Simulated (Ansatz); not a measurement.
## Run record: elastic constants by finite strains of CuPd (Pm-3m)

Method: LDA, all-electron LAPW in Ansatz 0.2.0, scalar-relativistic.

The cell comes from a PAW relaxation under the same functional.

Command line:

```sh
ansatz run input.yaml --threads 1 --pin off --max-ram 2560MiB --backend cpu --events-out ev --progress --plain --runs-dir out
```

Input file:

```yaml
crystal:
  lattice:
    - [2.92992832767, 0.0, 0.0]
    - [0.0, 2.92992832767, 0.0]
    - [0.0, 0.0, 2.92992832767]
  atoms:
    - { symbol: Cu, position: [0.0, 0.0, 0.0] }
    - { symbol: Pd, position: [0.5, 0.5, 0.5] }
kpoints:
  mp_grid: { grid: [16, 16, 16] }
scf:
  occupations: { method: fermi_dirac, width: 0.1 }
hamiltonian:
  xc: lda
  pseudopotentials: { kind: all_electron, lapw: { basis_error: 0.001 } }
elastic:
  mode: relaxed_ion
  stencil: four_point
  amplitude: 0.005
```

The program printed:

```
Warning: RAYON_NUM_THREADS=1 ignored (pool sized by the plan → 1); use --threads N
LAPW: plane waves up to 9.327 Å⁻¹, error target 1.0e-3 eV per atom; small_component_spin mean_spin; Cu in spheres of 1.215 Å, 19 of its electrons in bands, Dirac shells []; Pd in spheres of 1.246 Å, 28 of its electrons in bands, ...
Engine: ansatz 0.2.0, aarch64-unknown-linux-gnu
Pseudopotentials: kind: all_electron
Pseudopotential: Cu, LAPW, valence charge 19, lapw/all_electron/scalar/gaussian/Cu, Koelling and Harmon's equation, gaussian nucleus
Pseudopotential: Pd, LAPW, valence charge 28, lapw/all_electron/scalar/gaussian/Pd, Koelling and Harmon's equation, gaussian nucleus
Functional definition: SPW92
  exchange = slater_x
  correlation = pw_c
Crystal: 2 atoms, lattice volume = 25.152 Å³
Basis set: ecut = 331.4591707568412 eV, 341 PW (Γ), exchange–correlation at level 2
Bands: 29, of which v1, the nominal top of the filled ones, is band 24 counted from 1 (23 counted from 0)
Symmetry: 48 space group operations
Space group: Pm-3m (ITA 221), of the structure as read, at distance tolerance 2.9e-5 Å
k-points: 165 of 4096
Non-local potential: Cu, projectors of the file, none
Non-local potential: Pd, projectors of the file, none
Initial density: superposition of atomic densities (chi_scale 0.1, normalization cell, long waves kept (reshape's long-wave potential 0.00 eV rms))
Initial wavefunctions: plane waves of lowest kinetic energy (no species holds an atomic orbital)
Functional: x = slater, c = lda
iter 1 solved again at ethr=3.62e-3 eV; its pass at ethr=1.00e-1 eV (dr2=1.70e0 eV) is discarded
SCF iter   1: F=—  HF=-182145.805465 eV  |F-HF|=—  |Δ(HF+E_count)|=         —  Δρ=8.44e-2  dr2=1.70e0  ethr=3.62e-3  ⟨swp⟩=2.0  Hψ=31419  notcnv=0
preconditioner: auto → none  [metal: Δε(μ)=0.003 eV  Ē_g=11.923 eV  σ=0.100 eV  W_gap=0.01  n_scr=6 (ndim 8)  ℏωp=33.9 eV  f_vac=0.000  D(μ)=2.25/eV (n_scr^D=26)  sad-step TF]
iter 2 solved again at ethr=1.77e-5 eV; its pass at ethr=3.62e-3 eV (dr2=8.30e-3 eV) is discarded
SCF iter   2: F=—  HF=-182144.523088 eV  |F-HF|=—  |Δ(HF+E_count)|=    1.28e0  Δρ=1.21e-2  dr2=8.29e-3  ethr=1.77e-5  ⟨swp⟩=2.1  Hψ=23302  notcnv=0
SCF iter   3: F=—  HF=-182143.846858 eV  |F-HF|=—  |Δ(HF+E_count)|=   6.76e-1  Δρ=2.00e-2  dr2=1.11e-1  ethr=1.76e-5  ⟨swp⟩=3.0  Hψ=16143  notcnv=0
SCF iter   4: F=—  HF=-182143.756554 eV  |F-HF|=—  |Δ(HF+E_count)|=   9.03e-2  Δρ=1.42e-2  dr2=6.62e-2  ethr=1.76e-5  ⟨swp⟩=3.0  Hψ=15390  notcnv=0
SCF iter   5: F=—  HF=-182143.729346 eV  |F-HF|=—  |Δ(HF+E_count)|=         —  Δρ=3.86e-3  dr2=4.67e-3  ethr=1.76e-5  ⟨swp⟩=2.0  Hψ=13468  notcnv=0
the basis was enlarged: its passes take 42.1 KiB over the memory plan, 1 of 1 planned eigensolver slots
SCF iter   6: F=—  HF=-182143.727550 eV  |F-HF|=—  |Δ(HF+E_count)|=   1.80e-3  Δρ=5.72e-4  dr2=6.44e-5  ethr=9.94e-6  ⟨swp⟩=2.0  Hψ=13178  notcnv=0
SCF iter   7: F=—  HF=-182143.727546 eV  |F-HF|=—  |Δ(HF+E_count)|=   4.47e-6  Δρ=1.18e-4  dr2=3.28e-6  ethr=1.37e-7  ⟨swp⟩=2.0  Hψ=13484  notcnv=0
SCF iter   8: F=—  HF=-182143.727544 eV  |F-HF|=—  |Δ(HF+E_count)|=   1.23e-6  Δρ=8.18e-6  dr2=9.43e-9  ethr=6.98e-9  ⟨swp⟩=2.0  Hψ=13484  notcnv=0
[... 130 lines left out ...]
SCF 9 converged in 9 iterations: F = -182143.726629 eV  dr2 = 1.30e-15
SCF converged after 12 iterations
Free energy (F): -182143.727544 eV
Harris-Foulkes:  -182143.727544 eV  (|F-HF|=1.75e-10)
Internal energy: -182143.680685 eV  (E = F + TS)
E sigma→0 (E₀):  -182143.704114 eV
Entropy (-TS):   -0.046860 eV (-23.430 meV/atom)
Fermi energy:    19.991341 eV
--- Per-component energies (eV) ---
  E_band       = -3459.259319
  E_kinetic    = 188842.526206
  E_xc         = -5563.933239
  E_electrostatic = -365422.273652  (all electrons and nuclei)
  E_smearing   = -0.046860  (= −TS)
  E_closure    = 0.000000  (closes the sum)
  Σ components = -182143.727544   (vs F -182143.727544, Δ=0.00e0)
  Basis errors (estimates in eV, not in F): energy 2.8e-4 per atom: plane waves 2.5e-4 (1.3e-4 summed), levels above the bands 2.2e-45, relativity 5.0e-9, radial functions 3.4e-5, core shells 1.1e-6; eigenvalues (radial functions ...
--- Forces (eV/Å), atoms counted from 1 ---
  atom   1  Cu    -0.00000000     0.00000000     0.00000000
  atom   2  Pd    -0.00000000    -0.00000000     0.00000000
  max |Σ_I F_I| component: 9.20e-30 eV/Å
--- Stress (GPa, compression-positive) ---
       -0.011446      -0.000000       0.000000
       -0.000000      -0.011446       0.000000
        0.000000       0.000000      -0.011446
  P = ⅓ Tr σ = -0.0114 GPa (-0.114 kbar)
--- Elastic constants: 2 strain directions × 4 members + reference (group order 48) ---
  dense FFT box of the reference and of every strained cell: 18×18×18
  strains applied: 11, 23; error gains: componentwise 1.00 (the most a stress slope's error grows in a printed constant), spectral 1.73 (1 for all six strains in a standard setting)
  C = ∂σ_k/∂η_j (tension-positive GPa; Voigt order 11 22 33 23 13 12):
       228.888    195.436    195.436     -0.000     -0.000     -0.000
       195.436    228.888    195.436     -0.000     -0.000     -0.000
       195.436    195.436    228.888     -0.000     -0.000     -0.000
        -0.000      0.000     -0.000    116.609      0.000     -0.000
         0.000      0.000     -0.000     -0.000    116.609     -0.000
         0.000      0.000      0.000      0.000      0.000    116.609
  reference stress σ⁰ (GPa):      0.011      0.011      0.011      0.000      0.000      0.000
  no Pulay correction (none for the plane-wave cutoff is built on LAPW): the batch's stresses and constants are at fixed plane waves
  C* (energy form; C + prestress term) asymmetry max|C*_kj − C*_jk| = 1.705e-13 GPa — a small one proves nothing (zero by symmetry where the batch's group is 432, −43m or m−3m); a large one is finite-difference/SCF noise where ...
  moduli (Voigt/Reuss/Hill, GPa): K = 206.59/206.59/206.59   G = 76.66/34.41/55.53   E = 152.90   ν = 0.377
  mechanically stable: yes (min eigenvalue of sym C = 33.45 GPa)
  where every solve meets its electron count the energy-path curvature estimates C_jj along a normal strain and C_jj − ¼(σ⁰_aa + σ⁰_bb) along a shear (ab), closely only under elastic.basis: deformed
  strain η (Voigt 11):  stress-route row diagonal C_11 = 228.89 GPa, energy-path curvature d²(F+E_count)/dδ²/Ω₀ = 228.89 GPa
    cells at ±δ against ±2δ: C11 228.96 and 229.16 GPa, apart by 0.09 % of the column's largest entry
         δ    σ_11 (GPa)             F (eV)   n_scf  n_hpsi   n_pw
    -1.000e-2      -2.3705     -182143.7257173      13  529815    360   relax 0 steps, max|allowed force component| 1.87e-30 eV/Å
    -5.000e-3      -1.1559     -182143.7270982       9  402099    360   relax 0 steps, max|allowed force component| 9.86e-31 eV/Å
     5.000e-3       1.1337     -182143.7270922      11  467333    360   relax 0 steps, max|allowed force component| 3.94e-31 eV/Å
     1.000e-2       2.2128     -182143.7257761      12  497247    360   relax 0 steps, max|allowed force component| 3.94e-31 eV/Å
  strain η (Voigt 23):  stress-route row diagonal C_44 = 116.61 GPa, energy-path curvature d²(F+E_count)/dδ²/Ω₀ = 116.60 GPa
    cells at ±δ against ±2δ: C44 116.62 and 116.64 GPa, apart by 0.02 % of the column's largest entry
         δ    σ_23 (GPa)             F (eV)   n_scf  n_hpsi   n_pw
    -1.000e-2      -1.1664     -182143.7266290       9  641919    360   relax 0 steps, max|allowed force component| 7.89e-31 eV/Å
    -5.000e-3      -0.5831     -182143.7273156       8  593706    360   relax 0 steps, max|allowed force component| 0.00e0 eV/Å
     5.000e-3       0.5831     -182143.7273156       8  594682    360   relax 0 steps, max|allowed force component| 3.16e-30 eV/Å
     1.000e-2       1.1664     -182143.7266290       9  642409    360   relax 0 steps, max|allowed force component| 1.97e-30 eV/Å
```

Self-consistency was reached.

Strained cells:

Elastic constants of a crystal by Kohn-Sham DFT: slopes of the stress over finite engineering strains of the given cell, Voigt indices, Cartesian axes as in the input; stress of each strained cell less that at rest, tension positive.

```csv
strain component,strain,stress xx (GPa),stress yy (GPa),stress zz (GPa),stress yz (GPa),stress xz (GPa),stress xy (GPa),relaxation steps
xx,-0.01,-2.382,-2.013,-2.013,0,0,0,0
xx,-0.005,-1.167,-0.9915,-0.9915,0,0,0,0
xx,0.005,1.122,0.9631,0.9631,0,0,0,0
xx,0.01,2.201,1.899,1.899,0,0,0,0
yz,-0.01,-0.0332,-0.0171,-0.0171,-1.166,0,0,0
yz,-0.005,-0.0083,-0.0042,-0.0042,-0.5831,0,0,0
yz,0.005,-0.0083,-0.0042,-0.0042,0.5831,0,0,0
yz,0.01,-0.0332,-0.0171,-0.0171,1.166,0,0,0
```

Elastic moduli:

Hill averages of a grain aggregate, Debye temperature from the mean sound speed over directions.

| Item | Value |
| --- | --- |
| Bulk modulus | 206.6 GPa |
| Shear modulus | 55.53 GPa |
| Young modulus | 152.9 GPa |
| Poisson ratio | 0.3766 |
| Bulk over shear modulus | 3.72 |
| Elastic anisotropy index | 6.138 |
| Least young modulus | 48.86 GPa |
| Largest young modulus | 294.4 GPa |
| Longitudinal sound speed | 5001 m/s |
| Transverse sound speed | 2225 m/s |
| Elastic debye temperature | 303.8 K |
| Linear compressibility (x, y, z) | 1.613, 1.613, 1.613 1/TPa |
| Zener ratio | 6.972 |
| Cauchy pressure | 78.83 GPa |

**Elastic constants**

```
Pressure at rest         : -0.011 GPa
Least elastic eigenvalue : 33.45 GPa
Elastically stable       : yes
```

```tsv
index	elastic (GPa)
11	228.9
12	195.4
44	116.6
```

Known limits: responses of metals move with mesh and smearing; the softest shear constant rests on one k mesh, and a soft shear can herald a distortion on cooling.

It took 20 min on 1 thread of Arm Neoverse V2, with other jobs on the host, peak memory 2.3 GiB.
